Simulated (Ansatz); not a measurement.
Si2Ni6B in space group P-62m (No. 189; Si on 2c, Ni on 3f, Ni on 3g, B on 1b), DFT-PBE in the program Ansatz with PAW potentials, all energies at zero smearing, with the estimated change up to a 700 eV cutoff added, with one set of potentials and settings (totals compare only within such a set). Cell of 9 atoms (2 Si, 6 Ni, 1 B): -36470.169 eV.

```tsv
element	reference phase	E (eV/atom)
Si	Fd-3m, 2 atoms in the cell	-635.8096
Ni	Fm-3m, 1 atoms in the cell, spin-polarised	-5839.7239
B	R-3m, 12 atoms in the cell	-155.9161
```

Formation energy per atom, worked out: (-36470.169 − 2×(-635.8096) − 6×(-5839.7239) − 1×(-155.9161))/9 = -0.477 eV/atom (-46 kJ per mol of atoms), at 0 K, without zero-point energy or fitted corrections.

The workflow started from a Materials Project entry (that database holds measured and hypothetical structures alike); the Crystallography Open Database files this formula in space group No. 189, but the cells were not matched. Its standing as an ambient phase is unchecked. The cell was relaxed with PBE under the symmetry of its start; whether a distortion lowers the energy is not shown. No spin polarisation was allowed. The references are the lowest solids computed at this level, not always the standard phases.

Potentials: the later of the program's two PAW sets.
